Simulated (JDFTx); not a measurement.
Ag(100) slab cut from bulk Ag (space group Fm-3m, indices of the conventional cell, lattice of the Materials Project entry mp-124, not re-optimised): 4 atoms in 4 planes, a 1x1 cell of 8.42 Å² (|a| = 2.902, |b| = 2.902 Å), 6.2 Å between the outermost planes, cell height 22.2 Å, 8×8×1 k mesh, Fermi smearing 0.01 Ha, no spin polarisation.

Level of theory: PBE, GBRV ultrasoft potentials, plane waves to 20/100 Ha; code: a modified build of JDFTx. Liquid on both sides: linear PCM (GLSSA13), water, 1 M KCl; nuclei fixed, outer atoms relaxed in vacuum. U vs SHE = −μ/e − 4.44 V throughout (conventional absolute potential of the hydrogen electrode). This is a symmetric, unreconstructed model surface, and the continuum liquid cannot react with it. Convergence in thickness and k mesh wasn't tested for this slab.

```json
[
 {"U (V vs SHE)": "-1.41", "μ (eV)": "-3.03", "excess electrons per cell": "0.158", "σ (μC/cm², per face)": "-15.0", "run": "fixed charge"},
 {"U (V vs SHE)": "-1.30", "μ (eV)": "-3.14", "excess electrons per cell": "0.143", "σ (μC/cm², per face)": "-13.6", "run": "fixed potential"},
 {"U (V vs SHE)": "-1.10", "μ (eV)": "-3.34", "excess electrons per cell": "0.114", "σ (μC/cm², per face)": "-10.8", "run": "fixed potential"},
 {"U (V vs SHE)": "-0.90", "μ (eV)": "-3.54", "excess electrons per cell": "0.084", "σ (μC/cm², per face)": "-8.0", "run": "fixed potential"},
 {"U (V vs SHE)": "-0.55", "μ (eV)": "-3.89", "excess electrons per cell": "(withheld)", "σ (μC/cm², per face)": "(withheld)", "run": "fixed potential"},
 {"U (V vs SHE)": "-0.40", "μ (eV)": "-4.04", "excess electrons per cell": "0.000", "σ (μC/cm², per face)": "0.0", "run": "neutral"},
 {"U (V vs SHE)": "0.50", "μ (eV)": "-4.94", "excess electrons per cell": "(withheld)", "σ (μC/cm², per face)": "(withheld)", "run": "fixed potential"}
]
```

Question: Fill in the missing entries, row by row.

Answer: 
- -0.55, excess electrons per cell: 0.026
- -0.55, σ (μC/cm², per face): -2.5
- 0.50, excess electrons per cell: -0.184
- 0.50, σ (μC/cm², per face): 17.5
